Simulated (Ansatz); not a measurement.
One crystal and one scan (energy against volume) at two levels, r2SCAN (plane waves to 500 eV, PAW, scalar-relativistic; Ansatz, a first-principles code) and PBE (plane waves to 420 eV, PAW, scalar-relativistic; Ansatz), each from its own relaxed cell and on its own mesh. The cell shown is that of r2SCAN.

PbF2 (fluorite)

```xyz
3
Lattice="0.0000 2.9606 2.9606 2.9606 0.0000 2.9606 2.9606 2.9606 0.0000" Properties=species:S:1:pos:R:3 pbc="T T T"
Pb     0.0000     0.0000     0.0000
F      4.4410     4.4410     4.4410
F      1.4803     1.4803     1.4803
```

This relaxed cell (volume V₀) is scaled evenly in all directions, its shape held. Symmetry pins the atoms to their sites.

The energy includes the smearing's −TS. PbF2 was relaxed with its symmetry unable to fall. Spin-orbit coupling is left out, though Pb is heavy. Percentages come from the unrounded values. Both scans cover V/V₀ from 0.900 to 1.100.

Results of r2SCAN:

| Property | Result |
|---|---|
| Lattice constant a (Å) | 5.921 |
| Pressure at the smallest volume (GPa) | 10.4 |
| Energy cost of the largest compression (meV/atom) | 51.0 |
| Energy cost of the largest expansion (meV/atom) | 34.7 |
| Bulk modulus B₀ (third-order Birch-Murnaghan fit) (GPa) | 77.2 |
| Pressure for 5 % compression (fit) (GPa) | 4.5 |

### Question
What does PBE give for the same quantities?

### Answer
| quantity | PBE | r2SCAN − PBE |
|---|---|---|
| Lattice constant a (Å) | 6.001 | -0.080 (-1.3 %) |
| Pressure at the smallest volume (GPa) | 9.0 | +1.4 (+16 %) |
| Energy cost of the largest compression (meV/atom) | 45.8 | +5.2 (+11 %) |
| Energy cost of the largest expansion (meV/atom) | 31.1 | +3.6 (+12 %) |
| Bulk modulus B₀ (third-order Birch-Murnaghan fit) (GPa) | 66.5 | +10.7 (+16 %) |
| Pressure for 5 % compression (fit) (GPa) | 3.9 | +0.6 (+16 %) |

r2SCAN gives the higher value for: pressure at the smallest volume; energy cost of the largest compression; energy cost of the largest expansion; bulk modulus B₀; pressure for 5 % compression. r2SCAN gives the lower value for: lattice constant a. For the lattice constant a the reference is 5.94 Å (measured, room temperature or unstated; as given in E. Cadelano, G. Cappellini, The European Physical Journal B (2011), arXiv:1107.5962): it holds thermal shifts, so no verdict is drawn. For the bulk modulus B₀ the reference is 64 GPa (measured, room temperature or unstated; as given in E. Cadelano, G. Cappellini, The European Physical Journal B (2011), arXiv:1107.5962): it holds thermal shifts, so no verdict is drawn. 

(A scan under strain: stresses follow from slopes of the energy per volume, elastic moduli from its curvatures.)
